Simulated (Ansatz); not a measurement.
Values for one crystal, relaxed and computed with DFT-PBE+D3(BJ) in the program Ansatz with PAW potentials; other levels are named.

* **Volume per atom**: 13.65 Å³
* **Electronic character**: metallic (no gap)
* **Elastic constants (relaxed ions, GPa)**: C11 = 448, C12 = 198, C44 = 205
* **Poisson's ratio**: 0.25
* **Hill bulk and shear moduli**: 281 and 168 GPa
* **Bulk modulus (Birch–Murnaghan fit)**: 281 GPa
* **Debye temperature from the elastic constants**: 507 K

Question: Which of these materials gives this?
(A) Au, fcc (Cu type)
(B) Al, fcc (Cu type)
(C) Rh, fcc (Cu type)
(D) Ca, fcc (Cu type)

Answer: C, Rh, fcc (Cu type)

Space group Fm-3m (fcc (Cu type)). The cell was relaxed with PBE+D3(BJ) under the symmetry of its start. No spin polarisation was allowed. The pairwise dispersion correction was not fitted to metals. As this level gives no gap, shear constants depend on the k-mesh and smearing (Fermi–Dirac, 0.1 eV here). On the denser mesh and wider smearing of the elastic run this cell carries a stress of 0.4 GPa. Scalar-relativistic: spin–orbit coupling is off unless named, which matters more the heavier the elements.

Potentials: the later of the program's two PAW sets.
